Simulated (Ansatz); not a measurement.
Input, command and steps of an Ansatz relaxation.

```yaml
crystal:
  lattice:
    - [4.0200032725, 0.0, 0.0]
    - [0.0, 4.0200032725, 0.0]
    - [0.0, 0.0, 5.7413563969]
  atoms:
    - { symbol: Zn, position: [0.5, 0.5, 0.0] }
    - { symbol: Ge, position: [0.0, 0.0, 0.5] }
    - { symbol: As, position: [0.5, 0.0, 0.7564856877] }
    - { symbol: As, position: [0.0, 0.5, 0.2435143123] }
basis:
  ecutwfc: 500
kpoints:
  mp_grid: { grid: [10, 10, 8] }
hamiltonian:
  xc: r2scan
scf:
  occupations: { method: gaussian, width: 0.1 }
output:
  forces: true
  stress: true
  eigenvalues: true
relax:
  adjacent_minimum: "off"
  f_tol: 0.01
  max_steps: 30
  cell: { stress_tol: 0.1, fix: [volume] }
```

```bash
ansatz run input.yaml --threads 1 --pin off --max-ram 2560MiB --backend cpu --events-out ev --progress --plain --runs-dir out
```

The calculation used DFT r2SCAN, scalar-relativistic, plane waves, PAW in Ansatz.

The volume is held at 1.03 times that of the relaxed cell.

Of 3 frames 3 are shown, positions in Å and forces in eV/Å; the SCF threshold varies from step to step. Steps run on the plane waves of an earlier cell, with a Pulay correction in the pressure. The basis is chosen afresh for the last frame, the zero of the energies, and at times for earlier ones too; energy and pressure step there, also at an unchanged geometry.

```xyz
4
Lattice="4.0200 0.0000 0.0000 0.0000 4.0200 0.0000 0.0000 0.0000 5.7414" Properties=species:S:1:pos:R:3:forces:R:3 pbc="T T T" step=1 free_energy_over_end_meV_per_atom=0.01 pressure_GPa=-1.94
Zn    2.0100    2.0100    0.0000    0.0000    0.0000    0.0000
Ge    0.0000    0.0000    2.8707    0.0000    0.0000    0.0000
As    2.0100    0.0000    4.3433    0.0000    0.0000   -0.0179
As    0.0000    2.0100    1.3981    0.0000    0.0000    0.0179
4
Lattice="4.0217 0.0000 0.0000 0.0000 4.0217 0.0000 0.0000 0.0000 5.7367" Properties=species:S:1:pos:R:3:forces:R:3 pbc="T T T" step=2 free_energy_over_end_meV_per_atom=0.00 pressure_GPa=-1.93
Zn    2.0108    2.0108    0.0000    0.0000    0.0000    0.0000
Ge    0.0000    0.0000    2.8683    0.0000    0.0000    0.0000
As    2.0108    0.0000    4.3381    0.0000    0.0000    0.0064
As    0.0000    2.0108    1.3986    0.0000    0.0000   -0.0064
4
Lattice="4.0217 0.0000 0.0000 0.0000 4.0217 0.0000 0.0000 0.0000 5.7367" Properties=species:S:1:pos:R:3:forces:R:3 pbc="T T T" step=3 free_energy_over_end_meV_per_atom=0.00 pressure_GPa=-1.93
Zn    2.0108    2.0108    0.0000    0.0000    0.0000    0.0000
Ge    0.0000    0.0000    2.8683    0.0000    0.0000    0.0000
As    2.0108    0.0000    4.3381    0.0000    0.0000    0.0064
As    0.0000    2.0108    1.3986    0.0000    0.0000   -0.0064
```

Time: 95 s on 1 thread of Intel(R) Xeon(R) 6975P-C (Granite Rapids) (shared host), peak memory 0.77 GiB.